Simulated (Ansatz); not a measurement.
A geometry of ZnSnN2 away from equilibrium: the start of the relaxation of a relaxed ZnSnN2 cell displaced along its unstable phonon at q = Γ (413i cm⁻¹), largest move 0.15 Å. Computed with PBEsol (plane waves to 420 eV, PAW, scalar-relativistic; Ansatz, a program for electronic structure). Γ-centred k-mesh 8×8×11 on the run's cell (coarser than for final values), Fermi–Dirac smearing 0.05 eV.

```xyz
4
Lattice="4.1178 0.0000 0.0000 0.0000 4.1178 0.0000 0.0000 0.0000 3.0400" Properties=species:S:1:pos:R:3 pbc="T T T"
Zn     2.0589     2.0589     1.5200
Sn     0.0000     0.0000     0.0000
N      0.0000     2.0589     0.1500
N      2.0589     0.0000    -0.1500
```

Which atoms carry the largest force, and which way does it point?

1.21 eV/Å, on N3, N4 (atoms numbered as listed); on N4 its components are (0.00, 0.00, -1.21).

What is the pressure?

-1.4 GPa, compression positive.

No spin polarisation in the result.

The run could not lose the symmetry of its start: the end is stationary, and may be a saddle point rather than a minimum.

The end of the path is a generated cell of ZnSnN2: the first start was made by placing the elements on the sites of a structure type, and the end was not matched to a known phase here, so it may be hypothetical.
